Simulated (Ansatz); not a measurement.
The relaxed structure here is a generated cell of SnO: the first start was made by placing the elements on the sites of a structure type, and the end was not matched to a known phase here, so it may be hypothetical. Known forms of SnO include space group No. 129.

The end point of a relaxation of SnO. Space group I2₁3 (No. 199). All values below come from r2SCAN (plane waves to 500 eV, PAW, scalar-relativistic; Ansatz, an electronic-structure program).

```cif
data_O8Sn8
_chemical_formula_sum 'O8 Sn8'
_space_group_name_H-M_alt 'I213'
_space_group_IT_number 199
_space_group_name_Hall 'I 2b 2c 3'
_cell_length_a 6.43657
_cell_length_b 6.43657
_cell_length_c 6.43657
_cell_angle_alpha 90.000
_cell_angle_beta 90.000
_cell_angle_gamma 90.000
loop_
_atom_site_label
_atom_site_type_symbol
_atom_site_symmetry_multiplicity
_atom_site_Wyckoff_symbol
_atom_site_fract_x
_atom_site_fract_y
_atom_site_fract_z
_atom_site_occupancy
O1 O 8 a 0.45149 0.45149 0.45149 1
Sn1 Sn 8 a 0.26240 0.26240 0.26240 1
```
(The calculation used a cell of 8 atoms; values per cell refer to that cell.)

**Question.** What is the computed band gap (r2SCAN)?

**Answer.** 0.61 eV, indirect (valence top at 57 % of the way from P to H, conduction bottom at k = (0.4286, 0.4286, -0.4286)) (no spin-orbit coupling).

**Question.** Give the smallest direct gap at the level r2SCAN.

**Answer.** 0.77 eV at k = (0.4286, 0.4286, -0.4286).

No spin polarisation in the result.

The run could not lose the symmetry of its start: the end is stationary, and may be a saddle point rather than a minimum.
